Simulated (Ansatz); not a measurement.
Input:

LiCl (rock salt)

```yaml
crystal:
  lattice:
    - [0.00000, 2.57520, 2.57520]
    - [2.57520, 0.00000, 2.57520]
    - [2.57520, 2.57520, 0.00000]
  atoms:
    - { symbol: Cl, position: [0.00000, 0.00000, 0.00000] }
    - { symbol: Li, position: [0.50000, 0.50000, 0.50000] }
```

Scan: atom 1 (Cl, nearest neighbour Li at 2.575 Å; its periodic images, 3.6 Å or more away, move with it) is displaced along Cartesian z, direction (0.000, 0.000, 1.000) in Cartesian axes, by s. The other atoms stay.

The numbers are results of PBE (plane waves to 420 eV, PAW, scalar-relativistic; Ansatz, an electronic-structure program), not measurements. k mesh 9×9×9 (Γ-centred), Fermi-Dirac smearing 0.05 eV. E stands for the smeared free energy. LiCl was relaxed with its symmetry unable to fall. The zero of ΔE is the undisplaced structure.

The scan covers s from -0.520 to 0.520 Å in 11 points.

**Question.** Is the energy the same for equal positive and negative displacements?

**Answer.** Even: the same for both signs. With its periodic images moving along, the atom's site symmetry in this cell is m-3m.

**Question.** What is the energy change at s = 0.520 Å?

**Answer.** 207.9 meV/cell.

**Question.** What force acts on the atom along the line at s = -0.520 Å?

**Answer.** 1.34 eV/Å.

**Question.** What is the force constant k = d²E/ds² of this move at s = 0?

**Answer.** 0.59 eV/Å².

**Question.** With two atoms in the cell this is the zone-centre optical mode. What wavenumber follows (transverse: no LO-TO term)?

**Answer.** 167 cm⁻¹.

(A displaced cell: forces are minus the slopes of the energy, force constants its curvatures, and phonons follow from these.)
